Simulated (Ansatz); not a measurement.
Consider the following.

AlN (wurtzite)

```yaml
crystal:
  lattice:
    - [3.10673, 0.00000, 0.00000]
    - [-1.55337, 2.69051, 0.00000]
    - [0.00000, 0.00000, 4.97852]
  atoms:
    - { symbol: Al, position: [0.66667, 0.33333, 0.00341] }
    - { symbol: Al, position: [0.33333, 0.66667, 0.50341] }
    - { symbol: N, position: [0.66667, 0.33333, 0.62179] }
    - { symbol: N, position: [0.33333, 0.66667, 0.12179] }
```

This relaxed cell (volume V₀) is scaled evenly in all directions, its shape held. The atoms relax within the cell's symmetry.

All values below come from r2SCAN (plane waves to 500 eV, PAW, scalar-relativistic; Ansatz, an electronic-structure program). k mesh 13×13×7 (Γ-centred), Fermi-Dirac smearing 0.05 eV. Energies are smeared free energies. Stress and pressure are positive under compression. With the shape held, the modulus is that of even scaling; a crystal free to change shape is softer. AlN was relaxed with its symmetry unable to fall. The zero of ΔE is the relaxed starting cell.

The scan covers V/V₀ from 0.840 to 1.160 in 13 points.

Q: What is the fitted pressure derivative B₀′?

A: 3.8.

Q: What bulk modulus at fixed cell shape B₀ follows from a third-order Birch-Murnaghan fit?

A: 211 GPa.

(A scan under strain: stresses follow from slopes of the energy per volume, elastic moduli from its curvatures.)
